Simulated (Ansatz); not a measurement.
Here is the system:

HfO₂ (fluorite, Fm-3m), a = 5.001 Å, b = 5.001 Å, c = 5.001 Å, α = 90.00°, β = 90.00°, γ = 90.00°; the cell used has 3 atoms.

This is the LDA-relaxed structure.

### Question
All from plane-wave PAW LDA (Ansatz code), unless another level is named. Give the electron effective mass.

### Answer
0.68, 0.68, 1.1 mₑ (principal values).

### Question
What about the band gap?

### Answer
3.66 eV (direct).

### Question
Predict the hole effective mass.

### Answer
0.28, 3.0, 3.0 mₑ (principal values).

### Question
And the formation energy from the elements (no fitted shifts)?

### Answer
-3.61 eV/atom.

### Question
Predict the weight of the valence-edge state by species (Voronoi cells).

### Answer
O 97 %, Hf 3 %.

### Question
And the valence-band maximum?

### Answer
at X.

This is a known high-temperature phase of the composition, computed here at zero pressure and temperature. The cell was relaxed with LDA under the symmetry of its start. At this level the phase is dynamically unstable (imaginary phonons). The run is not spin-polarised. The references are the lowest solids computed at this level, not always the standard phases (solids in place of the gases). Spin–orbit coupling is left out wherever it is not named.

Potentials: the later of the program's two PAW sets.
